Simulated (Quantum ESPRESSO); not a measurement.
Simulation results for Sc2Ta3AlMo2 (simulated cell)

All values are calculated (Quantum ESPRESSO 7.5). Calculation on a made-up metal alloy cell, not a measurement: no spin or spin-orbit, unrelaxed, 2900 K smearing, stress positive in tension, cell energy less fitted offsets; periodic Kohn-Sham density functional theory in plane waves with PseudoDojo standard norm-conserving scalar-relativistic pseudopotentials, each functional with its own files (v0.5 for PBE, v0.4.1 for LDA and PBEsol), eight atoms on drawn sites of a strained close-packed or body-centred lattice, each displaced and held fixed; the energy is the cell's free energy, ions and the entropy term -TS included, at the stated Fermi-Dirac width, less a fixed offset for each atom's element (shifted free energy); compositions with an open d shell lost a parallel starting moment in a cheaper test run, and other magnetic orders were not tried; an error bar is the largest change of its kind in a tighter rerun, never given below 0.002 eV, 0.02 GPa or 0.003 eV/angstrom, and covers cutoff and k-mesh only, not smearing or the files.

Sc2Ta3AlMo2 (simulated cell)

```cif
# cell vector a (Å): 2.1412 4.2825 2.1412
# cell vector b (Å): 0.0000 4.2825 -4.2825
# cell vector c (Å): -4.2825 4.2825 0.0000
data_Sc2Ta3AlMo2
_symmetry_space_group_name_H-M 'P 1'
_symmetry_Int_Tables_number 1
_cell_length_a 5.2449
_cell_length_b 6.0564
_cell_length_c 6.0564
_cell_angle_alpha 60.000
_cell_angle_beta 73.221
_cell_angle_gamma 73.221
_cell_volume 157.08
loop_
_atom_site_label
_atom_site_type_symbol
_atom_site_fract_x
_atom_site_fract_y
_atom_site_fract_z
_atom_site_occupancy
Ta1 Ta 0.99998 0.01178 0.99560 1
Ta2 Ta 0.00372 0.99096 0.51497 1
Sc1 Sc 0.99979 0.50049 0.99621 1
Mo1 Mo 0.00814 0.49203 0.49378 1
Mo2 Mo 0.50721 0.25565 0.25719 1
Al1 Al 0.49933 0.25020 0.74974 1
Ta3 Ta 0.50368 0.75827 0.25153 1
Sc2 Sc 0.50574 0.75551 0.74603 1
```

Here we set lattice type face-centred cubic, functional pbe, cutoff 1088 eV, fermi dirac smearing 0.25 eV, electrons removed 0, run command mpirun -np 4 pw.x -nk 4 -in in, run processor Intel Xeon, 2023 or later, virtual cores and k mesh 5 x 5 x 5 shifted half a step off Gamma on each axis.

Atoms:
```
atoms element  atom site  atom energy offset (eV)
           Ta          1                 -1771.44
           Ta          2                 -1771.44
           Sc          3                 -1317.21
           Mo          4                 -1911.95
           Mo          5                 -1911.95
           Al          6                   -63.26
           Ta          7                 -1771.44
           Sc          8                 -1317.21
```

Notes: heavy elements are run without spin-orbit coupling, which real alloys of them have; a spin test at this wide smearing found no moment, but such smearing suppresses magnetism that the real alloy may have; lattice, volume and sites are drawn at random and may be unstable or far from any real phase; energies are for the whole cell, less offsets fitted to these runs, so they are not formation energies; error bars: energy 0.002 eV, stress 0.02 GPa, force 0.003 eV/Å, from a tighter rerun of this cell; 17 SCF iterations, 314 s of wall time on a shared machine.

To be estimated
1. Sc2Ta3AlMo2 (simulated cell): stress xy?
2. Give the table of forces values for Sc2Ta3AlMo2 (simulated cell).

Answers
1. 0.01848 GPa
2. 
Forces:
```
site  x (eV/Å)  y (eV/Å)  z (eV/Å)
   1    -0.476    -0.374    -0.268
   2     0.587    -0.329    -1.023
   3    -0.103     0.431     0.601
   4     -0.01     0.274     0.378
   5     -0.13    -0.146     0.254
   6     0.288      0.23     0.192
   7    -0.156    -0.192    -0.283
   8    -0.001     0.107     0.149
```

Further results for Sc2Ta3AlMo2 (simulated cell):

| Quantity | Value |
| --- | --- |
| entropy term negative ts | -1.924 eV |
| pressure | -8.8 GPa |
| stress xx | 7.71 GPa |
| stress yy | 8.76 GPa |
| stress zz | 9.93 GPa |
| stress yz | -0.2 GPa |
| stress xz | 0.6 GPa |
| shifted free energy | 0.467 eV |
